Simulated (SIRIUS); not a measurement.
A self-consistent single point of CdS (P6_3mc, 8 atoms in the cell; from Materials Project mp-672, changed as shown).

```yaml
crystal:
  lattice:
    - [4.08546, 0.00000, 0.00000]
    - [0.00000, 7.07623, 0.00000]
    - [0.00000, 0.00000, 6.64403]
  atoms:
    - { symbol: Cd, position: [0.50000, 0.16667, 0.50022] }
    - { symbol: Cd, position: [0.00000, 0.33333, 0.00022] }
    - { symbol: Cd, position: [0.00000, 0.66667, 0.50022] }
    - { symbol: Cd, position: [0.50000, 0.83333, 0.00022] }
    - { symbol: S, position: [0.50000, 0.16667, 0.87678] }
    - { symbol: S, position: [0.00000, 0.33333, 0.37678] }
    - { symbol: S, position: [0.00000, 0.66667, 0.87678] }
    - { symbol: S, position: [0.50000, 0.83333, 0.37678] }
```

Level of theory: PBE, GBRV PBE ultrasoft pseudopotentials (plane waves; SIRIUS).

SIRIUS settings:

| key | value |
|---|---|
| parameters.ngridk | 6 4 4 |
| parameters.xc_functionals | [XC_GGA_X_PBE, XC_GGA_C_PBE] |
| parameters.gk_cutoff | 6.325 1/bohr |
| parameters.pw_cutoff | 14.143 1/bohr |
| parameters.smearing | fermi_dirac |
| parameters.smearing_width | 0.000734986 Ha |
| potentials | GBRV PBE ultrasoft pseudopotentials |
| parameters.electronic_structure_method | pseudopotential |
| parameters.num_bands | 43 |
| parameters.num_mag_dims | 0 |
| parameters.num_dft_iter | 100 |
| parameters.energy_tol | 1e-07 Ha |
| parameters.density_tol | 1e-06 |
| mixer.type | anderson |
| mixer.beta | 0.3 |
| mixer.use_hartree | false |

Q: Estimate, at this level of theory: gap on the k-point mesh and pressure.

A: The run gave:

| Property | Value |
|---|---|
| Gap on the k-point mesh | 1.27 eV |
| Pressure | 5.34 GPa |

Gaps are taken between levels on the mesh.

For comparison: a first run was changed to give this one (lattice scaled by 0.98), and from it to this one the free energy rises by 31.8 meV/atom, the pressure goes from 1.22 to 5.34 GPa, the largest force hardly changes (0.003 to 0.001 eV/Å) and the gap on the mesh goes from 1.130 to 1.266 eV.

The structure comes from a collection of computed structures, made at another level of theory; the collection holds predicted forms beside known ones.

Cost on one core: very roughly 5 core-minutes.
